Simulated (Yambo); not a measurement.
**Optical response of In**

```xyz
1
Lattice="-1.6947 1.6947 2.2974 1.6947 -1.6947 2.2974 1.6947 1.6947 -2.2974" Properties=species:S:1:pos:R:3 pbc="T T T"
In     0.0000     0.0000     0.0000
```

Yambo, RPA with local fields on PBEsol bands; 18×18×18 mesh, 35 bands, 4 Ry local-field block, 0.25 eV broadening; field along z.

```json
[
 {"E (eV)": "0.6", "Im ε": "50.4", "Im ε, independent particles": "50.5"},
 {"E (eV)": "1.1", "Im ε": "24.3", "Im ε, independent particles": "25.0"},
 {"E (eV)": "1.6", "Im ε": "23.5", "Im ε, independent particles": "24.4"},
 {"E (eV)": "2.1", "Im ε": "12.0", "Im ε, independent particles": "12.6"},
 {"E (eV)": "2.6", "Im ε": "7.72", "Im ε, independent particles": "8.18"},
 {"E (eV)": "3.1", "Im ε": "4.28", "Im ε, independent particles": "4.58"},
 {"E (eV)": "3.6", "Im ε": "2.77", "Im ε, independent particles": "3.04"},
 {"E (eV)": "4.1", "Im ε": "1.94", "Im ε, independent particles": "2.16"},
 {"E (eV)": "4.6", "Im ε": "1.24", "Im ε, independent particles": "1.41"},
 {"E (eV)": "5.1", "Im ε": "0.98", "Im ε, independent particles": "1.14"},
 {"E (eV)": "5.6", "Im ε": "0.68", "Im ε, independent particles": "0.81"},
 {"E (eV)": "6.1", "Im ε": "0.50", "Im ε, independent particles": "0.61"},
 {"E (eV)": "6.6", "Im ε": "0.39", "Im ε, independent particles": "0.49"},
 {"E (eV)": "7.1", "Im ε": "0.30", "Im ε, independent particles": "0.39"},
 {"E (eV)": "7.6", "Im ε": "0.22", "Im ε, independent particles": "0.30"},
 {"E (eV)": "8.1", "Im ε": "0.18", "Im ε, independent particles": "0.26"},
 {"E (eV)": "8.6", "Im ε": "0.15", "Im ε, independent particles": "0.21"},
 {"E (eV)": "9.1", "Im ε": "0.12", "Im ε, independent particles": "0.18"},
 {"E (eV)": "9.6", "Im ε": "0.10", "Im ε, independent particles": "0.15"},
 {"E (eV)": "10.1", "Im ε": "0.08", "Im ε, independent particles": "0.13"},
 {"E (eV)": "10.6", "Im ε": "0.07", "Im ε, independent particles": "0.11"},
 {"E (eV)": "11.1", "Im ε": "0.06", "Im ε, independent particles": "0.10"},
 {"E (eV)": "11.6", "Im ε": "0.05", "Im ε, independent particles": "0.09"},
 {"E (eV)": "12.1", "Im ε": "0.05", "Im ε, independent particles": "0.08"},
 {"E (eV)": "12.6", "Im ε": "0.05", "Im ε, independent particles": "0.08"},
 {"E (eV)": "13.1", "Im ε": "0.06", "Im ε, independent particles": "0.09"},
 {"E (eV)": "13.6", "Im ε": "0.08", "Im ε, independent particles": "0.12"},
 {"E (eV)": "14.1", "Im ε": "0.13", "Im ε, independent particles": "0.21"},
 {"E (eV)": "14.6", "Im ε": "0.26", "Im ε, independent particles": "0.49"},
 {"E (eV)": "15.1", "Im ε": "0.31", "Im ε, independent particles": "0.57"},
 {"E (eV)": "15.6", "Im ε": "0.33", "Im ε, independent particles": "0.60"},
 {"E (eV)": "16.1", "Im ε": "0.36", "Im ε, independent particles": "0.64"},
 {"E (eV)": "16.6", "Im ε": "0.35", "Im ε, independent particles": "0.64"},
 {"E (eV)": "17.1", "Im ε": "0.37", "Im ε, independent particles": "0.67"},
 {"E (eV)": "17.6", "Im ε": "0.39", "Im ε, independent particles": "0.72"},
 {"E (eV)": "18.1", "Im ε": "0.41", "Im ε, independent particles": "0.75"},
 {"E (eV)": "18.6", "Im ε": "0.43", "Im ε, independent particles": "0.76"},
 {"E (eV)": "19.1", "Im ε": "0.43", "Im ε, independent particles": "0.74"},
 {"E (eV)": "19.6", "Im ε": "0.41", "Im ε, independent particles": "0.68"}
]
```

Only interband transitions are included: the Drude term is missing, so nothing below about 0.6 eV and no real part is shown. Structure narrower than a few tenths of an eV can come from the finite k mesh.

Spin-orbit coupling is not included.

Geometry of the Materials Project entry, not relaxed at this level.
